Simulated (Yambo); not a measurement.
Yambo run on Na₂CO₃ (space group C2/m, No. 12). The wavefunctions come from this Quantum ESPRESSO step (LDA, PseudoDojo standard norm-conserving files, scalar-relativistic):

```
&CONTROL
  calculation = 'nscf'
  pseudo_dir = './pseudo'
  outdir = './out'
/
&SYSTEM
  ibrav = 0
  nat = 12
  ntyp = 3
  ecutwfc = 88.0
  ecutrho = 352.0
  occupations = 'fixed'
  force_symmorphic = .true.
  nbnd = 209
/
&ELECTRONS
  conv_thr = 1.2000000000000002e-08
  diago_full_acc = .true.
  diago_thr_init = 1e-08
/
ATOMIC_SPECIES
C 12.0110 C.upf
O 15.9990 O.upf
Na 22.9898 Na.upf
CELL_PARAMETERS angstrom
  4.392385000000  -2.632200000000   0.000000000000
  4.392385000000   2.632200000000   0.000000000000
 -1.352104000000   0.000000000000   5.765312000000
ATOMIC_POSITIONS crystal
C   0.335970000000   0.335970000000   0.750720000000
C   0.664030000000   0.664030000000   0.249280000000
O   0.211810000000   0.211810000000   0.832630000000
O   0.788190000000   0.788190000000   0.167370000000
O   0.389690000000   0.813390000000   0.291790000000
O   0.610310000000   0.186610000000   0.708210000000
O   0.186610000000   0.610310000000   0.708210000000
O   0.813390000000   0.389690000000   0.291790000000
Na   0.669070000000   0.669070000000   0.740790000000
Na   0.330930000000   0.330930000000   0.259210000000
Na   0.000000000000   0.000000000000   0.000000000000
Na   0.000000000000   0.000000000000   0.500000000000
K_POINTS automatic
2 2 2 0 0 0
```

Yambo input:

```
rim_cut
gw0
dyson
el_el_corr
HF_and_locXC
ppa
em1d
RandQpts= 1000000
RandGvec= 1 Ry
EXXRLvcs= 88 Ry
VXCRLvcs= 352 Ry
Chimod= "HARTREE"
% BndsRnXp
 5 | 208 |
%
NGsBlkXp= 7 Ry
% LongDrXp
 1.0 | 1.0 | 1.0 |
%
PPAPntXp= 27.2114 eV
% GbndRnge
 1 | 208 |
%
GTermKind= "BG"
DysSolver= "n"
ExtendOut
% QPkrange
 1 | 1 | 40 | 41 |
 2 | 2 | 40 | 41 |
 3 | 3 | 40 | 41 |
 4 | 4 | 40 | 41 |
 5 | 5 | 40 | 41 |
 6 | 6 | 40 | 41 |
%
```

k points by index: 1 = Γ, 2 = (0, 0, -0.5), 3 = (0, -0.5, 0), 4 = (0, -0.5, -0.5), 5 = (-0.5, -0.5, 0), 6 = (-0.5, -0.5, -0.5).

The o-*.qp file then holds:

```
#    K-point    Band    Eo [eV]    E [eV]    E-Eo [eV]    Vxc [eV]    Vnlxc [eV]    Sc|Eo [eV]    Sc|E [eV]    dSc/dw|Eo [eV]    Re(Z)    Im(Z)
#
    1    40    -0.047551    -1.769053    -1.721502    -20.16229    -26.35217    4.081898    4.468382    -6.108678    0.816665    -0.001053
    1    41    3.962819    5.523223    1.560404    -10.67147    -5.810839    -3.085849    -3.300231    -3.738376    0.879211    -0.718371E-3
    2    40    0.000000    -1.713491    -1.713491    -20.21038    -26.38701    4.078626    4.463142    -6.105972    0.816732    -0.001050
    2    41    4.813152    6.930452    2.117300    -14.21535    -8.666028    -3.058496    -3.432018    -4.800308    0.850044    -0.869980E-3
    3    40    -0.371544    -2.140916    -1.769372    -19.62549    -25.82275    4.032800    4.427889    -6.075770    0.817473    -0.945546E-3
    3    41    5.392495    7.746867    2.354372    -16.47990    -10.70249    -2.952424    -3.423032    -5.439147    0.833413    -0.339313E-3
    4    40    -0.397981    -2.163777    -1.765797    -19.55767    -25.74440    4.025303    4.420929    -6.096671    0.816961    -0.108638E-3
    4    41    5.365502    7.728028    2.362525    -16.43238    -10.62459    -2.975238    -3.445269    -5.413235    0.834069    -0.002199
    5    40    -0.324118    -2.092521    -1.768403    -19.62697    -25.82346    4.033478    4.428087    -6.071535    0.817576    -0.001377
    5    41    4.868807    7.132400    2.263593    -15.66061    -10.12727    -2.839883    -3.269748    -5.167376    0.840408    -0.902993E-3
    6    40    -0.272408    -2.024274    -1.751866    -19.85681    -26.05074    4.050143    4.442069    -6.087129    0.817192    -0.001484
    6    41    4.905817    7.177307    2.271490    -15.61692    -10.02115    -2.891860    -3.324272    -5.179913    0.840082    -0.958025E-3
```
(The two width columns are left out.) Convergence of these settings isn't established.

Geometry of the Materials Project entry, not relaxed at this level.
